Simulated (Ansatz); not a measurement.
**Lu vacancy in LuInNi4**

Level of theory: PBEsol, no spin polarisation, scalar-relativistic; Ansatz, plane waves to 420 eV (PAW set soft_2), k-mesh 3×3×3.

The relaxed host crystal (no gap at this level of theory):

```cif
data_structure
_symmetry_space_group_name_H-M 'P 1'
_symmetry_Int_Tables_number 1
_cell_length_a 4.8714
_cell_length_b 4.8714
_cell_length_c 4.8714
_cell_angle_alpha 60.000
_cell_angle_beta 60.000
_cell_angle_gamma 60.000
_cell_volume 81.74
loop_
_atom_site_label
_atom_site_type_symbol
_atom_site_fract_x
_atom_site_fract_y
_atom_site_fract_z
_atom_site_occupancy
In1 In 0.25000 0.25000 0.25000 1
Lu1 Lu 0.50000 0.50000 0.50000 1
Ni1 Ni 0.87569 0.87569 0.37293 1
Ni2 Ni 0.87569 0.37293 0.87569 1
Ni3 Ni 0.87569 0.87569 0.87569 1
Ni4 Ni 0.37293 0.87569 0.87569 1
```

Supercell of 24 atoms, rows of the matrix [[-1,1,1],[-1,1,-1],[-1,-1,1]] times the cell vectors; Lu vacancy at (0.500, 0.500, 0.500) in fractions of the cell above. Atoms are relaxed at the host's cell, from a start shaken by 0.05 Å near the defect. The cell loses 1 of its 4 Lu, so this is a heavily defective crystal.

Distances from the empty Lu site (Å), by shell of the perfect crystal:

| shell | perfect crystal | relaxed, charge 0 |
| --- | --- | --- |
| 12 Ni | 2.86 | 2.91 |
| 4 In | 2.98 | 2.58 |

```json
{"charge": "0", "gap of the cell on the mesh (eV)": "0.00"}
```

Formation energy of the neutral defect: 3.36 eV, taking atoms from and to the elements' standard states (no corrections for gases), so it belongs to those chemical potentials alone.

Relaxed cell at charge 0:

```
LuInNi4 V_Lu charge 0
1.0
     6.8892    0.0000    0.0000
     0.0000   -6.8892    0.0000
     0.0000    0.0000   -6.8892
In Lu Ni
4 3 16
Direct
  0.2851 0.2166 0.2172
  0.7168 0.7849 0.2172
  0.7168 0.2165 0.7855
  0.2851 0.7849 0.7855
  0.0010 0.5007 0.0014
  0.0009 0.0007 0.5014
  0.5009 0.5007 0.5014
  0.6297 0.8720 0.6201
  0.1233 0.3783 0.6238
  0.1196 0.8720 0.1301
  0.6297 0.3820 0.1301
  0.6297 0.6194 0.8727
  0.1196 0.1294 0.8727
  0.1233 0.6231 0.3790
  0.6297 0.1294 0.3827
  0.8785 0.6231 0.6238
  0.3722 0.1294 0.6201
  0.3722 0.6194 0.1301
  0.8822 0.1294 0.1301
  0.8822 0.8720 0.8727
  0.3722 0.3820 0.8727
  0.3722 0.8720 0.3827
  0.8785 0.3783 0.3790
```

Caveats: a metal with Cr, Mn, Fe, Co or Ni was run without spin, and may be magnetic; small supercell, so energies and levels can be off by tenths of an eV; one random start near the defect, so other minima are possible.
